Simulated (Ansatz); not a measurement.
Hf2S:
```yaml
crystal:
  lattice:
    - [3.38159, 0.00000, 0.00000]
    - [-1.69080, 2.92855, 0.00000]
    - [0.00000, 0.00000, 11.73905]
  atoms:
    - { symbol: Hf, position: [0.66667, 0.33333, 0.89960] }
    - { symbol: Hf, position: [0.33333, 0.66667, 0.10040] }
    - { symbol: Hf, position: [0.33333, 0.66667, 0.39960] }
    - { symbol: Hf, position: [0.66667, 0.33333, 0.60040] }
    - { symbol: S, position: [0.00000, 0.00000, 0.75000] }
    - { symbol: S, position: [0.00000, 0.00000, 0.25000] }
```

Relaxed with r²SCAN. Special points in fractions of this cell's reciprocal vectors: Γ (0.000, 0.000, 0.000); M (0.500, 0.000, 0.000); K (0.333, 0.333, 0.000); A (0.000, 0.000, 0.500); L (0.500, 0.000, 0.500); H (0.333, 0.333, 0.500).

### Question
List the band energies nearest the Fermi level at these points for r²SCAN with spin–orbit coupling (plane waves, PAW; program Ansatz).

### Answer
In eV from the Fermi level; about four levels below and three above (degenerate sets whole), none deeper than 8.9 eV; points with the same levels are listed once.

```csv
k,below,above
Γ,-0.36 -0.36 -0.08 -0.08,0.27 0.27 0.31 0.31
M,-1.11 -1.11 -0.51 -0.51,0.80 0.80 1.03 1.03
K,-1.30 -1.30 -1.15 -1.15,0.01 0.01 0.20 0.20
A,-1.43 -1.43 -1.43 -1.43,0.20 0.20 0.20 0.20
L,-1.38 -1.38 -1.38 -1.38,0.29 0.29 0.29 0.29
H,-1.21 -1.21 -1.02 -1.02,0.07 0.07 0.26 0.26
```

Space group P6_3/mmc. The workflow started from a Materials Project entry (that database holds measured and hypothetical structures alike); the Crystallography Open Database copy checked does not list it. Its standing as an ambient phase is unchecked. The r²SCAN relaxation kept the symmetry of its start; whether a distortion lowers the energy is not shown. No spin polarisation was allowed.

Potentials: the later of the program's two PAW sets.
